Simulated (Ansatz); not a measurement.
## ZnNi (P4/mmm), stationary points along a deformation path

Computed with Ansatz, DFT PBEsol, scalar-relativistic, plane waves, PAW. Settings: plane waves to 420 eV, k-mesh 20×20×16 (Γ-centred), Gaussian smearing 0.15 eV. No spin polarisation. A magnetic state may lie lower. Energies are free energies at this smearing, counted from the undisturbed cell; pressure is positive in compression.

Zero of the scan (as given, not relaxed at this level; it stands at -9.1 GPa, and it needn't be the usual structure):

```
CELL_PARAMETERS angstrom
2.75418 0.00000 0.00000
0.00000 2.75418 0.00000
0.00000 0.00000 3.21400
ATOMIC_POSITIONS crystal
Zn 0.50000 0.50000 0.50000
Ni 0.00000 0.00000 0.00000
```

At fixed volume and fractional coordinates, lengths along (0.000, 0.000, 1.000) are scaled against those across it; ρ is that ratio over its starting value. V = 12.190 Å³/atom. Δσ is the stress along the axis less the mean stress across it (compression positive).

```csv
ρ,ΔE (meV/atom),Δσ (GPa),space group
0.800,10.7,0.48,P4/mmm
0.850,12.0,-0.31,P4/mmm
0.920,8.3,1.97,P4/mmm
0.960,3.8,2.10,P4/mmm
1.000,0.0,1.39,P4/mmm
1.050,-1.2,-0.47,P4/mmm
1.100,2.3,-2.59,P4/mmm
1.200,24.6,-7.92,P4/mmm
1.300,70.4,-15.06,P4/mmm
```

**Question.** How does the stress give the slope of the energy, and where is the energy stationary?

**Answer.** Along the path d ln(length) is 2/3 d ln ρ on the axis and −1/3 d ln ρ across it, so dE/d ln ρ = −(2/3) V Δσ: the energy falls with ρ where Δσ is positive. Δσ vanishes or changes sign between ρ = 0.800 and 0.850, a minimum (near 0.83 by linear interpolation); between ρ = 0.850 and 0.920, a maximum (near 0.86 by linear interpolation); between ρ = 1.000 and 1.050, a minimum (near 1.04 by linear interpolation). Pairs of stationary points between two samples would go unseen, and could change a minimum read from distant neighbours into a maximum.

**Question.** Integrate that slope from ρ = 1 to 0.850 by the trapezoid rule.

**Answer.** With V/N in Å³ and 1 eV/Å³ = 160.2 GPa the slopes at ρ = 1.000, 0.960, 0.920, 0.850 are -70, -107, -100, 16 meV/atom per unit of ln ρ. The steps add 3.6 + 4.4 + 3.3 = 11.3 meV/atom, against 12.0 from the energies; the trapezoid rule misses the curvature of the slope within each step.

**Question.** Is the start the lowest point of the path?

**Answer.** No: ρ = 1.050 lies 1.2 meV/atom lower, with no sampled rise above the start on the way. Volume and inner coordinates are held, so a relaxed structure there would lie lower still.

In a metal these slopes depend on the k mesh and the smearing.

Cost: 9 runs of about 1.8 core-minutes in all, on Arm Neoverse V2 (shared hosts).